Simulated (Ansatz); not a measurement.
KLuS$_{2}$:
```
CELL_PARAMETERS angstrom
      1.95449     1.12843     7.23696
     -1.95449     1.12843     7.23696
      0.00000    -2.25685     7.23696
ATOMIC_POSITIONS crystal
  Lu 0.50000 0.50000 0.50000
  K  0.00000 0.00000 0.00000
  S  0.23341 0.23341 0.23341
  S  0.76659 0.76659 0.76659
```

x, y and z are the axes in which the lattice vectors are written.

### Question
Give the high-frequency dielectric tensor and the Born effective charge tensors of the independent atoms from DFPT, PBEsol (plane waves, PAW; program Ansatz).

### Answer

ε∞:
```
5.62  0.00  0.00
0.00  5.62  0.00
0.00  0.00  4.22
```
Z* of atom 1 (Lu), rows: field, columns: displacement, in e:
```
4.24  0.00  0.00
0.00  4.24  0.00
0.00  0.00  1.74
```
Z* of atom 2 (K), rows: field, columns: displacement, in e:
```
1.01  0.00  0.00
0.00  1.01  0.00
0.00  0.00  1.78
```
Z* of atom 3 (S), rows: field, columns: displacement, in e:
```
-2.62   0.00   0.00
 0.00  -2.62   0.00
 0.00   0.00  -1.76
```

Space group R-3m. The workflow started from an entry of the Crystallography Open Database (COD, 301 K). Whether it is the stable phase at ambient conditions was not checked. The cell was relaxed with PBEsol under the symmetry of its start; whether a distortion lowers the energy is not shown. Scalar-relativistic: spin–orbit coupling is off unless named, which matters more the heavier the elements.

Potentials: the later of the program's two PAW sets.
